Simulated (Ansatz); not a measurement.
YSiRu in space group Pnma (No. 62; Y on 4c, Si on 4c, Ru on 4c), the program Ansatz at the r²SCAN level (PAW), all energies at zero smearing, with the estimated change up to a 700 eV cutoff added, with one set of potentials and settings (totals compare only within such a set). Cell of 12 atoms (4 Y, 4 Si, 4 Ru): -41568.483 eV.

| element | reference phase | E (eV/atom) |
|---|---|---|
| Y | P6_3/mmc, 2 atoms in the cell | -3859.7073 |
| Si | Fd-3m, 2 atoms in the cell | -639.0667 |
| Ru | P6_3/mmc, 2 atoms in the cell | -5890.7039 |

Formation energy per atom, worked out: (-41568.483 − 4×(-3859.7073) − 4×(-639.0667) − 4×(-5890.7039))/12 = -0.881 eV/atom (-85 kJ per mol of atoms), at 0 K, without zero-point energy or fitted corrections.

The first step of the workflow began from a Materials Project structure, measured or hypothetical; the Crystallography Open Database copy checked does not list it. Whether it is the stable phase at ambient conditions was not checked. The r²SCAN relaxation kept the symmetry of its start; whether a distortion lowers the energy is not shown. No spin polarisation was allowed. The references are the lowest solids computed at this level, not always the standard phases.

Potentials: the later of the program's two PAW sets.
